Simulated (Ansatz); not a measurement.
BeS in space group P6_422 (No. 181; Be on 3c, S on 3d), the program Ansatz at the r²SCAN level (PAW), all energies at zero smearing, with the estimated change up to a 700 eV cutoff added, with one set of potentials and settings (totals compare only within such a set). Cell of 6 atoms (3 Be, 3 S): -3002.727 eV.

```tsv
element	reference phase	E (eV/atom)
Be	P6_3/mmc, 2 atoms in the cell	-93.3361
S	P2/c, 32 atoms in the cell	-905.8150
```

Formation energy per atom, worked out: (-3002.727 − 3×(-93.3361) − 3×(-905.8150))/6 = -0.879 eV/atom (-85 kJ per mol of atoms), at 0 K, without zero-point energy or fitted corrections.

The start of the workflow was typed in or built on a structure type; neither database checked (COD, Materials Project) lists it. COD files the formula under space group No. 216, so this cell is another polymorph or a model. Whether it is the stable phase at ambient conditions was not checked. Symmetry was held in the r²SCAN relaxation; whether a distortion lowers the energy is not shown. The references are the lowest solids computed at this level, not always the standard phases.

Potentials: the earlier of the program's two PAW sets.
